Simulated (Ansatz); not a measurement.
Au$_{2}$S:
Space group Pn-3m, origin choice 1 (No. 224); a = 5.2783 Å, b = 5.2783 Å, c = 5.2783 Å, α = 90.00°, β = 90.00°, γ = 90.00°

```
atom  site  symmetry       x       y       z
----  ----  --------  ------  ------  ------
S       2a      -43m  0.0000  0.0000  0.0000
Au      4c      .-3m  0.7500  0.7500  0.7500
```

Relaxed with r²SCAN.

Tabulate the valence density and the electron localisation function along the shortest S–Au contact (2.29 Å), r²SCAN (plane waves, PAW; program Ansatz).



```csv
distance from S (Å),density (e/Å³),ELF
0.23,0.41,0.06
0.34,0.81,0.31
0.46,1.13,0.65
0.57,1.28,0.82
0.69,1.24,0.89
0.80,1.10,0.89
0.91,0.95,0.83
1.03,0.82,0.65
1.14,0.79,0.40
1.26,0.86,0.27
1.37,1.22,0.26
1.49,2.22,0.33
1.60,3.80,0.44
1.71,5.80,0.54
1.83,8.14,0.62
1.94,10.59,0.69
2.06,12.84,0.75
```

The density is the valence pseudo-density with augmentation charge, so density and ELF within about 1 Å of a nucleus are not all-electron values.

The first step of the workflow began from a Materials Project structure, measured or hypothetical; the Crystallography Open Database files this formula in space group No. 224, but the cells were not matched. Whether it is the stable phase at ambient conditions was not checked. The r²SCAN relaxation kept the symmetry of its start; whether a distortion lowers the energy is not shown. Scalar-relativistic: spin–orbit coupling is off unless named, which matters more the heavier the elements.

Potentials: the later of the program's two PAW sets.
